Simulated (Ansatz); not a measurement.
A relaxed structure of AlNi is spoiled in several ways and relaxed again each time (noise and exchanges are one random draw each; squeezed and stretched starts keep its symmetry, which their runs cannot lower; pressure is positive under compression). All values below come from PBE (plane waves to 420 eV, PAW, scalar-relativistic; Ansatz, a program for electronic structure).

Space group Pm-3m (No. 221); a = b = c = 2.893 Å, α = β = γ = 90.00°

```json
[
 {"atom": "Al", "site": "1a", "symmetry": "m-3m", "x": "0.0000", "y": "0.0000", "z": "0.0000"},
 {"atom": "Ni", "site": "1b", "symmetry": "m-3m", "x": "0.5000", "y": "0.5000", "z": "0.5000"}
]
```

| change | first pressure (GPa) | largest first force (eV/Å) | released (eV/atom) | moves | outcome | final group | E − E(parent) (eV/atom) |
|---|---|---|---|---|---|---|---|
| squeezed uniformly to 70 % of its volume | 122.3 | 0.00 | 1.01 | 13 | returns to the parent | Pm-3m | 0.00 |
| deformed by the Cartesian strain tensor (xx, yy, zz, yz, xz, xy) = (-0.047, 0.040, -0.135, 0.025, 0.034, 0.057) | ___ | 0.00 | ___ | 14 | ___ | ___ | ___ |
| with every coordinate shifted by Gaussian noise of σ = 0.3 Å | – | – | 1.3 | 7 | returns to the parent | Pm-3m | 0.00 |

Complete the blanks.


- deformed by the Cartesian strain tensor (xx, yy, zz, yz, xz, xy) = (-0.047, 0.040, -0.135, 0.025, 0.034, 0.057), first pressure (GPa): 41.7
- deformed by the Cartesian strain tensor (xx, yy, zz, yz, xz, xy) = (-0.047, 0.040, -0.135, 0.025, 0.034, 0.057), released (eV/atom): 0.35
- deformed by the Cartesian strain tensor (xx, yy, zz, yz, xz, xy) = (-0.047, 0.040, -0.135, 0.025, 0.034, 0.057), outcome: returns to the parent
- deformed by the Cartesian strain tensor (xx, yy, zz, yz, xz, xy) = (-0.047, 0.040, -0.135, 0.025, 0.034, 0.057), final group: Pm-3m
- deformed by the Cartesian strain tensor (xx, yy, zz, yz, xz, xy) = (-0.047, 0.040, -0.135, 0.025, 0.034, 0.057), E − E(parent) (eV/atom): 0.00

First-step values come from each run's starting, coarser k-mesh (13×13×13, 12×11×13, 11×11×11). Each cell has its own k-point mesh; energy differences are given only to the digits this allows. No spin polarisation in the result. A magnetic state may lie lower.
